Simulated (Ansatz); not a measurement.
Several occupations of a bcc lattice at one composition, 3 Cu, 13 Mg. Sites, in fractions of the cell 6.936 0.000 0.000; 0.000 6.936 0.000; 0.000 0.000 6.936 Å:

| cell | sites |
| --- | --- |
| all | Mg (0.00 0.00 0.50), Mg (0.00 0.50 0.00), Mg (0.25 0.25 0.25), Mg (0.25 0.25 0.75), Mg (0.25 0.75 0.75), Mg (0.50 0.00 0.00), Mg (0.50 0.50 0.50), Mg (0.75 0.25 0.25), Mg (0.75 0.75 0.75) |
| 1 | Cu (0.25 0.75 0.25), Cu (0.50 0.00 0.50), Cu (0.75 0.25 0.75), Mg (0.00 0.00 0.00), Mg (0.00 0.50 0.50), Mg (0.50 0.50 0.00), Mg (0.75 0.75 0.25) |
| 2 | Cu (0.00 0.00 0.00), Cu (0.00 0.50 0.50), Cu (0.50 0.50 0.00), Mg (0.25 0.75 0.25), Mg (0.50 0.00 0.50), Mg (0.75 0.25 0.75), Mg (0.75 0.75 0.25) |
| 3 | Cu (0.50 0.00 0.50), Cu (0.75 0.25 0.75), Cu (0.75 0.75 0.25), Mg (0.00 0.00 0.00), Mg (0.00 0.50 0.50), Mg (0.25 0.75 0.25), Mg (0.50 0.50 0.00) |

Each was relaxed without symmetry on coarser meshes and computed once more. Computed with DFT PBE, scalar-relativistic, plane waves, PAW in Ansatz 0.2.0.

Cutoff 420 eV; k points 5×5×5 on the computed 16-atom cell (Γ-centred); Gaussian smearing, width 0.10 eV; no spin polarisation.

Warren–Cowley parameters of the first shell of the sublattice with most elements (negative: unlike neighbours preferred):
| cell | Cu-Mg |
| --- | --- |
| 1 | -0.03 |
| 2 | -0.23 |
| 3 | -0.03 |

Problem. Which occupation is lowest in energy, and by how much?

Solution. Cells 2, 1 are lowest, within 8 meV/atom of each other and so too close to rank here.
| cell | E − E(lowest) (meV/atom) | V (Å³/atom) |
| --- | --- | --- |
| 2 | 0.0 | 19.66 |
| 1 | 2.8 | 20.20 |
| 3 | 14.1 | 19.99 |

The final mesh leaves forces up to 0.11 eV/Å and stresses up to 1.2 GPa: the relaxation ran on a coarser mesh, so the cell's shape, its bonds and its energy belong partly to that mesh.